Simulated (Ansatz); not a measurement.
## CaAu5: do energies and stresses tell the same story?

Theory: DFT PBEsol, scalar-relativistic, plane waves, PAW in Ansatz 0.2.0.

Cutoff 420 eV; k points 8×8×8 on the computed 6-atom cell (Γ-centred); Gaussian smearing, width 0.10 eV; no spin polarisation.

Relaxed cell: F-43m, a = 7.720 Å, b = 7.720 Å, c = 7.720 Å, α = 90.00°, β = 90.00°, γ = 90.00°, 6 atoms in the primitive cell. Whether it is the stable form of this composition wasn't checked.

Energies at zero smearing and pressures from the stress tensor, at volumes with shape and atoms relaxed:
```
V (Å³/atom) E − E(first) (meV/atom) P (GPa)
     18.021                     0.00     8.98
     18.597                   -23.13     4.04
     19.172                   -30.06    -0.05
     19.747                   -23.64    -3.41
     20.322                    -6.22    -6.16
```

**Question.** Check P = −dE/dV between neighbouring volumes, and get the bulk modulus from the pressures alone.

**Answer.** With 1 eV/Å³ = 160.2 GPa:
| middle V (Å³/atom) | −ΔE/ΔV (GPa) | mean P (GPa) |
| --- | --- | --- |
| 18.309 | 6.443 | 6.510 |
| 18.884 | 1.932 | 1.994 |
| 19.459 | -1.790 | -1.728 |
| 20.035 | -4.853 | -4.785 |

The two differ by 0.07 GPa at most. The mean of two end pressures misses the average over a step by about ΔV² P″/12, up to 0.08 GPa here; with that taken off 0.02 GPa remains. Around V = 19.172 Å³/atom, the two neighbours give B = −V ΔP/ΔV = 19.172 × 7.44 / 1.150 = 124.1 GPa, against B0 = 123.9 GPa from the Birch–Murnaghan fit of the energies.

Spin–orbit coupling is left out, which can shift energies with elements as heavy as these.

Cost: 6 runs of about 7.9 core-minutes in all, on Arm Neoverse V1 (shared hosts).